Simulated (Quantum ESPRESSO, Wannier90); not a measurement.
## CuPd (CsCl type), plane waves to Wannier functions

```xyz
2
Lattice="2.9804 0.0000 0.0000 0.0000 2.9804 0.0000 0.0000 0.0000 2.9804" Properties=species:S:1:pos:R:3 pbc="T T T"
Cu     0.0000     0.0000     0.0000
Pd     1.4902     1.4902     1.4902
```

Materials Project entry mp-1018029; symmetrised, unrelaxed at this level. COD (Crystallography Open Database) has an entry of this formula and space group (matched by these alone). Method: PBEsol plane waves in Quantum ESPRESSO 7.5 (PseudoDojo norm-conserving files, 74 Ry, no spin polarisation, no spin-orbit coupling), Bloch states on a 8×8×8 mesh through Γ, Wannier90 4.0.1. Density: 14×14×14 mesh, cold smearing 0.01 Ry.

A tight-binding model is made by disentanglement and projection with no localisation steps (num_iter = 0), so the 18 orbitals stay atom-like: hydrogen-like Cu: s;p;d; Pd: s;p;d, axes along x, y, z; frozen window up to 1.50 eV relative to the Fermi level. It follows pw.x to 2.4 meV rms for states up to 1.0 eV relative to the Fermi level. Matrix elements depend on this choice of orbitals and windows. Bands 3–5 (Cu 3p 100 %) lie between the kept ones and are excluded.

Task: What are the on-site energies relative to the Fermi level, and how fast do the hoppings decay?

Result: 
```
atom     orbitals  energy (eV)
----  -----------  -----------
Cu1             s         0.22
Cu1      pz px py         6.12
Cu1    dz2 dx2-y2        -1.91
Cu1   dxz dyz dxy        -2.05
Pd2             s       -81.34
Pd2      pz px py       -48.34
Pd2    dz2 dx2-y2        -1.86
Pd2   dxz dyz dxy        -1.78
```

```
distance of the centres (Å)  largest modulus (eV)
---------------------------  --------------------
2–3                                           3.6
4–5                                          0.51
5–6                                          0.25
6–7                                         0.060
7–8                                         0.037
8–9                                         0.013
9–10                                        0.018
10–11                                       0.014
```
